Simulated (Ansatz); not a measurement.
A distorted cell of PbI₂ (CdI2 type):

```xyz
3
Lattice="4.4899 0.0000 0.0000 -2.2449 3.8883 0.0000 0.0000 0.0000 6.8665" Properties=species:S:1:pos:R:3 pbc="T T T"
Pb     0.0000     0.0000     0.0000
I      0.0000     2.5922     1.9097
I      2.2449     1.2961     4.9568
```

The numbers are results of PBE-D3(BJ) (plane waves to 420 eV, PAW, scalar-relativistic; Ansatz, an electronic-structure program), not measurements. k mesh 8×8×5 (Γ-centred), Fermi-Dirac smearing 0.05 eV. Energies are smeared free energies. Compression counts positive. PbI2 was relaxed with its symmetry unable to fall. Spin-orbit coupling is left out, though I and Pb are heavy. The PAW data are Ansatz's earlier set.

Problem. Give the stress tensor in GPa and the pressure.

Solution. 
```
   0.76     0.00     0.00
   0.00     0.76     0.00
   0.00     0.00     0.68
```
The pressure, a third of the trace, is 0.73 GPa.

Problem. It is the relaxed cell scaled evenly to V/V₀ = 0.955, atoms relaxed where free. What is its energy relative to the relaxed cell?

Solution. 4.2 meV/atom.

(Under strain, the slope of the energy per volume gives the stress and its curvature an elastic modulus.)
